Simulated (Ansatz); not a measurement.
Is this Mo₂Ru₃ structure a true minimum?

The structure comes from a generated guess, relaxed at this level; another structure or a mixture of phases may lie lower.

Level of theory: DFT PBE, scalar-relativistic, plane waves, PAW in Ansatz. Cutoff 420 eV; k points 18×18×2 on the computed 10-atom cell (Γ-centred); Gaussian smearing, width 0.10 eV; no spin polarisation.

The cell below (10 atoms, space group P6_3/mmc (No. 194)) is relaxed within its symmetry.

```
Mo Ru
1.0
     2.76459    0.00000    0.00000
    -1.38230    2.39421    0.00000
     0.00000    0.00000   22.01355
Mo Ru
4 6
Direct
  0.33333 0.66667 0.64871
  0.33333 0.66667 0.85128
  0.66667 0.33333 0.14872
  0.66667 0.33333 0.35128
  0.33333 0.66667 0.04960
  0.33333 0.66667 0.25000
  0.33333 0.66667 0.45040
  0.66667 0.33333 0.75000
  0.66667 0.33333 0.95040
  0.66667 0.33333 0.54960
```

For the test it was strained at random (σ = 1.5 % a component), the atoms were moved at random (σ = 0.05 Å), and all was relaxed again on a coarse 12×12×1 mesh (in the run’s order of axes) with 0.20 eV smearing, with no symmetry imposed.

**Question.** Does it come back?

**Answer.** It returns, within 1 meV/atom of the unmoved cell on that mesh and with the same symmetry when read at 0.1 Å. No instability shows in this cell; modes of other wave vectors, which need another repeat, aren't tested.
